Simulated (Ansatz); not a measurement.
**ScSiO, first-principles data**

ScSiO:
```cif
data_O2Sc2Si2
_chemical_formula_sum 'Sc2 Si2 O2'
_space_group_name_H-M_alt 'P4/nmm :1'
_space_group_IT_number 129
_space_group_name_Hall 'P 4ab 2ab -1ab'
_cell_length_a 3.23192
_cell_length_b 3.23192
_cell_length_c 7.44911
_cell_angle_alpha 90.000
_cell_angle_beta 90.000
_cell_angle_gamma 90.000
loop_
_space_group_symop_operation_xyz
  'x, y, z'
  '-y+1/2, x+1/2, z'
  '-x, -y, z'
  'y+1/2, -x+1/2, z'
  'x+1/2, -y+1/2, -z'
  '-y, -x, -z'
  '-x+1/2, y+1/2, -z'
  'y, x, -z'
  '-x+1/2, -y+1/2, -z'
  'y, -x, -z'
  'x+1/2, y+1/2, -z'
  '-y, x, -z'
  '-x, y, z'
  'y+1/2, x+1/2, z'
  'x, -y, z'
  '-y+1/2, -x+1/2, z'
loop_
_atom_site_label
_atom_site_type_symbol
_atom_site_symmetry_multiplicity
_atom_site_Wyckoff_symbol
_atom_site_fract_x
_atom_site_fract_y
_atom_site_fract_z
_atom_site_occupancy
Sc1 Sc 2 c 0.50000 0.00000 0.33367 1
Si1 Si 2 a 0.00000 0.00000 0.00000 1
O1 O 2 c 0.00000 0.50000 0.38806 1
```

Space group P4/nmm (No. 129); conventional cell a = b = 3.232 Å, c = 7.449 Å, α = β = γ = 90.00°.

Method: plane-wave PAW PBEsol (Ansatz code). Structure relaxed to zero pressure with the same functional. Other levels are named where they apply.

Cell and energy:

```json
{
  "volume_per_atom": "12.97 Å³",
  "density": "3.80 g/cm³",
  "Formation energy from the elements (no fitted shifts)": "-1.95 eV/atom"
}
```

Electronic structure:

```json
{
 "electronic_character": "metallic (no gap)",
 "Density of states at the Fermi level": "0.36 states/eV per atom (mean over ±0.08 eV)"
}
```

Mechanics:

```json
{
  "Bulk modulus (Birch–Murnaghan fit)": "1350 kbar",
  "Pressure derivative B′": "4.7"
}
```

Phonons:

```json
{
 "highest_zone_centre_frequency": "550 cm⁻¹",
 "zone_centre_stability": "unstable, softest mode 25i cm⁻¹"
}
```

The start of the workflow was typed in or built on a structure type; neither database checked (COD, Materials Project) lists it. Its standing as an ambient phase is unchecked. The PBEsol relaxation kept the symmetry of its start; phonons show weakly imaginary modes. No spin polarisation was allowed. As this level gives no gap, phonon frequencies hold no LO–TO term and depend on the k-mesh and smearing (Fermi–Dirac, 0.1 eV here). The references are the lowest solids computed at this level, not always the standard phases (solids in place of the gases).

Potentials: the earlier of the program's two PAW sets. The files were generated under PBE; for other functionals the program regenerates the frozen cores, and for LDA and PBEsol the local potential too.
